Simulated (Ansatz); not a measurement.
The calculation used Ansatz 0.2.0, DFT PBE, scalar-relativistic, plane waves, PAW. The final run on the 8-atom cell used 420 eV, a Γ-centred 10×6×8 mesh, 0.02 eV smearing and no spin polarisation.

Energies over the elements count from the elements' standard structures at the same level, with no fitted energy shifts. The references include black phosphorus.

Question: Find a candidate orthorhombic narrow-gap semiconductor made of Al, B and P, with a gap near 0.4 eV, a formation energy near −0.29 eV/atom and about 14 Å³ per atom, in a cell of 8 atoms.

Answer: AlB₃P₄, space group Pmm2 (No. 25). Al has 4 P at 2.27–2.31 Å; B on a site of symmetry m has 4 P at 2.01–2.04 Å; around B on a site of symmetry mm2 lie 4 P at 1.97–2.03 Å; P on a site of symmetry m has 3 B at 1.97–2.01 Å and 1 Al at 2.31 Å; 2 more sites not described.

```cif
data_structure
_symmetry_space_group_name_H-M 'P 1'
_symmetry_Int_Tables_number 1
_cell_length_a 3.3471
_cell_length_b 6.8141
_cell_length_c 4.8381
_cell_angle_alpha 90.000
_cell_angle_beta 90.000
_cell_angle_gamma 90.000
_cell_volume 110.34
loop_
_atom_site_label
_atom_site_type_symbol
_atom_site_fract_x
_atom_site_fract_y
_atom_site_fract_z
_atom_site_occupancy
Al1 Al 0.50000 0.00000 0.50080 1
B1 B 0.00000 0.73158 0.00075 1
B2 B 0.50000 0.50000 0.50623 1
B3 B 0.00000 0.26842 0.00075 1
P1 P 0.50000 0.72037 0.76958 1
P2 P 0.00000 0.50000 0.26820 1
P3 P 0.50000 0.27963 0.76958 1
P4 P 0.00000 0.00000 0.18410 1
```

* Volume per atom: 13.79 Å³
* Density: 2.76 g/cm³
* Formation energy: −0.292 eV/atom
* Gap on the 10×6×8 mesh of the 8-atom cell: 0.41 eV

It was reached by relaxing an invented guess, and it needn't be the stable form of this composition. The answer needn't be unique; the calculation gave this one.

Kohn–Sham gaps at this level usually fall short of measured ones. The reference form of P is held partly by dispersion forces, which this level lacks. A structure relaxed within its symmetry needn't be a true minimum.
